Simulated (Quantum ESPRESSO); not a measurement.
W3GaMg2PtLi, input and log of a self-consistent run

Simulated, not a measurement. The program is pw.x of Quantum ESPRESSO 7.5 (plane-wave density functional theory). The cell is made up: eight metal atoms on a face-centred cubic lattice, with elements, volume, strain and displacements drawn at random and not relaxed, so it may be unstable or far from any real phase. PseudoDojo standard norm-conserving files set the functional (PBE unless stated); there is no spin polarisation or spin-orbit coupling, the Fermi-Dirac width of 0.25 eV means electrons at about 2900 K, and the masses in the input are unused placeholders. Heavy elements are run without spin-orbit coupling, which real alloys of them have. A spin test at this wide smearing found no moment, but such smearing suppresses magnetism that the real alloy may have.

Input:

```
&control calculation='scf', pseudo_dir='./dojo.nc.sr.pbe.v0_5.standard.upf', outdir='./o', disk_io='medium', tprnfor=.true., tstress=.true. /
&system ibrav=0, nat=8, ntyp=5, nbnd=62, ecutwfc=84.00895049, nosym=.true., tot_charge=0,
 occupations='smearing', smearing='fd', degauss=0.0183746611
/
&electrons conv_thr=1.470e-08, electron_maxstep=70, mixing_beta=0.5 /
ATOMIC_SPECIES
Ga 1.0 Ga.upf
Li 1.0 Li.upf
Mg 1.0 Mg.upf
Pt 1.0 Pt.upf
W 1.0 W.upf
CELL_PARAMETERS angstrom
0.0 2.018 2.018
-4.036 2.018 -2.018
-4.036 -6.0539 6.0539
ATOMIC_POSITIONS angstrom
W 0.0045 0.0165 -0.0092
Ga -4.1242 -4.0348 4.0192
Mg -3.999 -1.966 2.0307
W -3.9799 0.0299 -0.0152
Pt -2.0055 -1.9579 4.0323
Li -2.0993 -0.0256 1.9944
Mg -2.0919 2.0582 0.0226
W -6.081 -2.0266 3.9885
K_POINTS automatic
8 5 3 1 1 1
```

The log is shortened where brackets say so; the opening notice, blank lines, dates and the lines on written files are dropped, and the path of the files is cut. It prints rydbergs, bohrs and kilobars, and counts compression as positive stress. Its total energy is the free energy E - TS of the whole cell.

```
     Program PWSCF v.7.5
     Parallel version (MPI & OpenMP), running on       1 processor cores
     Number of MPI processes:                 1
     Threads/MPI process:                     1
     [start-up lines left out]
     bravais-lattice index     =            0
     lattice parameter (alat)  =       5.3931  a.u.
     unit-cell volume          =     887.3086 (a.u.)^3
     number of atoms/cell      =            8
     number of atomic types    =            5
     number of electrons       =        96.00
     number of Kohn-Sham states=           62
     kinetic-energy cutoff     =      84.0090  Ry
     charge density cutoff     =     336.0358  Ry
     scf convergence threshold =      1.5E-08
     mixing beta               =       0.5000
     number of iterations used =            8  plain     mixing
     Exchange-correlation= PBE
                           (   1   4   3   4   0   0   0)
     [axes and pseudopotential details left out]
   Cartesian axes
     site n.     atom                  positions (alat units)
         1        W      tau(   1) = (   0.0015768   0.0057816  -0.0032237  )
         2        Ga     tau(   2) = (  -1.4451188  -1.4137931   1.4083268  )
         3        Mg     tau(   3) = (  -1.4012488  -0.6888860   0.7115569  )
         4        W      tau(   4) = (  -1.3945561   0.0104770  -0.0053261  )
         5        Pt     tau(   5) = (  -0.7027268  -0.6860478   1.4129171  )
         6        Li     tau(   6) = (  -0.7355943  -0.0089702   0.6988373  )
         7        Mg     tau(   7) = (  -0.7330013   0.7211929   0.0079190  )
         8        W      tau(   8) = (  -2.1307811  -0.7101202   1.3975696  )
     number of k points=    60  Fermi-Dirac smearing, width (Ry)=  0.0184
                       cart. coord. in units 2pi/alat
        k(    1) = (  -0.0824959   0.0324089   0.0559794), wk =   0.0333333
        k(    2) = (   0.0353567   0.1502615  -0.0618732), wk =   0.0333333
     [further k points left out]
     Dense  grid:    92449 G-vectors     FFT dimensions: (  32,  60, 108)
     Estimated max dynamical RAM per process >     166.99 MB
     Initial potential from superposition of free atoms
     starting charge      95.9895, renormalised to      96.0000
     Starting wfcs are   61 randomized atomic wfcs +    1 random wfcs
     total cpu time spent up to now is       23.3 secs
     per-process dynamical memory:    94.0 Mb
     Self-consistent Calculation
     iteration #  1     ecut=    84.01 Ry     beta= 0.50
     Davidson diagonalization with overlap
     ethr =  1.00E-02,  avg # of iterations =  3.2
     total cpu time spent up to now is      117.9 secs
     total energy              =   -1119.50391312 Ry
     estimated scf accuracy    <       2.55478725 Ry
     iteration #  2     ecut=    84.01 Ry     beta= 0.50
     Davidson diagonalization with overlap
     ethr =  2.66E-03,  avg # of iterations =  4.3
     total cpu time spent up to now is      213.2 secs
     total energy              =   -1116.93263969 Ry
     estimated scf accuracy    <      67.54096486 Ry
     iteration #  3     ecut=    84.01 Ry     beta= 0.50
     Davidson diagonalization with overlap
     ethr =  2.66E-03,  avg # of iterations =  5.0
     total cpu time spent up to now is      301.0 secs
     total energy              =   -1120.54320380 Ry
     estimated scf accuracy    <       7.80333210 Ry
     iteration #  4     ecut=    84.01 Ry     beta= 0.50
     Davidson diagonalization with overlap
     ethr =  2.66E-03,  avg # of iterations =  2.1
     total cpu time spent up to now is      370.6 secs
     total energy              =   -1120.91530900 Ry
     estimated scf accuracy    <       3.11966100 Ry
     iteration #  5     ecut=    84.01 Ry     beta= 0.50
     Davidson diagonalization with overlap
     ethr =  2.66E-03,  avg # of iterations =  1.0
     total cpu time spent up to now is      429.8 secs
     total energy              =   -1121.09183901 Ry
     estimated scf accuracy    <       0.37518169 Ry
     [iterations 6 to 11 left out]
     iteration # 12     ecut=    84.01 Ry     beta= 0.50
     Davidson diagonalization with overlap
     ethr =  2.22E-09,  avg # of iterations =  2.7
     total cpu time spent up to now is      974.2 secs
     total energy              =   -1121.10927545 Ry
     estimated scf accuracy    <       0.00000035 Ry
     iteration # 13     ecut=    84.01 Ry     beta= 0.50
     Davidson diagonalization with overlap
     ethr =  3.65E-10,  avg # of iterations =  2.1
     total cpu time spent up to now is     1052.2 secs
     total energy              =   -1121.10927540 Ry
     estimated scf accuracy    <       0.00000077 Ry
     iteration # 14     ecut=    84.01 Ry     beta= 0.50
     Davidson diagonalization with overlap
     ethr =  3.65E-10,  avg # of iterations =  2.0
     total cpu time spent up to now is     1120.1 secs
     total energy              =   -1121.10927540 Ry
     estimated scf accuracy    <       0.00000161 Ry
     iteration # 15     ecut=    84.01 Ry     beta= 0.50
     Davidson diagonalization with overlap
     ethr =  3.65E-10,  avg # of iterations =  1.8
     total cpu time spent up to now is     1187.8 secs
     total energy              =   -1121.10927547 Ry
     estimated scf accuracy    <       0.00000030 Ry
     iteration # 16     ecut=    84.01 Ry     beta= 0.50
     Davidson diagonalization with overlap
     ethr =  3.18E-10,  avg # of iterations =  1.0
     total cpu time spent up to now is     1253.4 secs
     End of self-consistent calculation
     [lines on levels left out]
!    total energy              =   -1121.10927549 Ry
     estimated scf accuracy    <          7.7E-09 Ry
     smearing contrib. (-TS)   =      -0.07804493 Ry
     internal energy E=F+TS    =   -1121.03123056 Ry
     The total energy is F=E-TS. E is the sum of the following terms:
     one-electron contribution =    -436.32448986 Ry
     hartree contribution      =     253.86064193 Ry
     xc contribution           =    -223.81122932 Ry
     ewald contribution        =    -714.75615332 Ry
     convergence has been achieved in  16 iterations
     Forces acting on atoms (cartesian axes, Ry/au):
     atom    1 type  5   force =    -0.00275517   -0.01946437    0.02889000
     atom    2 type  1   force =     0.02185364    0.01254846   -0.01178374
     atom    3 type  3   force =     0.00855419   -0.00543791   -0.00196820
     atom    4 type  5   force =    -0.08194270    0.02288715   -0.02149176
     atom    5 type  4   force =     0.03190895    0.00164072   -0.00252464
     atom    6 type  2   force =     0.02513848    0.00343544    0.00297979
     atom    7 type  3   force =     0.03255360   -0.01253282    0.00251668
     atom    8 type  5   force =    -0.03531100   -0.00307667    0.00338187
     Total force =     0.118206     Total SCF correction =     0.000270
     Computing stress (Cartesian axis) and pressure
          total   stress  (Ry/bohr**3)                   (kbar)     P=      -39.07
  -0.00002973  -0.00003113  -0.00001634           -4.37       -4.58       -2.40
  -0.00003113  -0.00041867  -0.00010644           -4.58      -61.59      -15.66
  -0.00001634  -0.00010644  -0.00034842           -2.40      -15.66      -51.25
     init_run     :     21.86s CPU     23.08s WALL (       1 calls)
     electrons    :   1157.33s CPU   1230.13s WALL (       1 calls)
     forces       :     12.01s CPU     12.15s WALL (       1 calls)
     stress       :     37.90s CPU     38.16s WALL (       1 calls)
     [timing details left out]
     PWSCF        :  20m29.58s CPU  21m44.72s WALL
     JOB DONE.
```

In other units: free energy -15253.469 eV for the cell, pressure -3.91 GPa, largest force component 2.107 eV/Å in size. The run took 1306 s of wall time with one process on a shared machine (AMD EPYC, Zen 5, virtual cores), so the time is rough. A rerun of this cell at a higher cutoff and on a denser mesh moved values by no more than 0.005 eV in energy, 0.04 GPa in stress and 0.010 eV/Å in force, and a second program with other atomic files agreed on that cell to 2 % rms in force and 0.5 GPa in pressure.